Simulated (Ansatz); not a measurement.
Zn4TeS3, first-principles data

Zn4TeS3:
```yaml
crystal:
  lattice:
    - [3.92768, 0.00000, 0.00000]
    - [0.00000, 3.92768, 0.00000]
    - [0.00000, 0.00000, 10.99432]
  atoms:
    - { symbol: Zn, position: [0.50000, 0.00000, 0.84946] }
    - { symbol: S, position: [0.50000, 0.50000, 0.73271] }
    - { symbol: Zn, position: [0.00000, 0.50000, 0.61612] }
    - { symbol: S, position: [0.00000, 0.00000, 0.50000] }
    - { symbol: Zn, position: [0.50000, 0.00000, 0.38388] }
    - { symbol: S, position: [0.50000, 0.50000, 0.26729] }
    - { symbol: Zn, position: [0.00000, 0.50000, 0.15054] }
    - { symbol: Te, position: [0.00000, 0.00000, 0.00000] }
```

Space group P-4m2 (No. 115); conventional cell a = b = 3.9277 Å, c = 10.9943 Å, α = β = γ = 90.00°.

Method: PBEsol (plane waves, PAW; program Ansatz). The cell and atoms are relaxed at this level. Other levels are named where they apply.

**Cell and energy**

- Volume per atom: 21.20 Å³
- Density: 4.75 g/cm³
- Formation energy from the elements (no fitted shifts): -0.67 eV/atom

**Electronic structure**

- Band gap: 1.06 eV (indirect)
- Valence-band maximum: at X
- Conduction-band minimum: at Γ
- Smallest direct gap on the standard path: 1.13 eV
- Electron effective mass: 0.14 mₑ (isotropic)
- Electron effective mass with spin–orbit coupling: 0.14 mₑ (isotropic)
- Hole effective mass with spin–orbit coupling: 0.20, 0.20, 1.4 mₑ (principal values)
- HSE06 gap on the PBEsol cell: 2.12 eV
- Gap with spin–orbit coupling: 0.92 eV

**Mechanics**

- Bulk modulus (Birch–Murnaghan fit) = 69.5 GPa
- Pressure derivative B′ = 4.5
- Elastic constants (relaxed ions, GPa) = C11 = 122, C12 = 32.7, C13 = 56.3, C33 = 92.2, C44 = 40.5, C66 = 19.9
- Mechanical stability = stable (all eigenvalues of C positive)
- Hill bulk and shear moduli = 69.6 and 30.8 GPa
- Young's modulus = 80.4 GPa
- Poisson's ratio = 0.31
- Debye temperature from the elastic constants = 306 K
- Piezoelectric stress constants (proper, relaxed ions, C/m²) = e15 = 0.02, e24 = -0.02, e31 = 0.03, e32 = -0.03

**Phonons**

* **Highest zone-centre frequency (without LO–TO term)**: 312 cm⁻¹
* **Zone-centre stability**: no imaginary mode at Γ

The start of the workflow was typed in or built on a structure type; neither database checked (COD, Materials Project) lists it. Whether it is the stable phase at ambient conditions was not checked. The cell was relaxed with PBEsol under the symmetry of its start. Signs of piezoelectric constants follow the polarity of the cell as given. The references are the lowest solids computed at this level, not always the standard phases. Scalar-relativistic: spin–orbit coupling is off unless named, which matters more the heavier the elements.

Potentials: the earlier of the program's two PAW sets. The files were generated under PBE; for other functionals the program regenerates the frozen cores, and for LDA and PBEsol the local potential too.
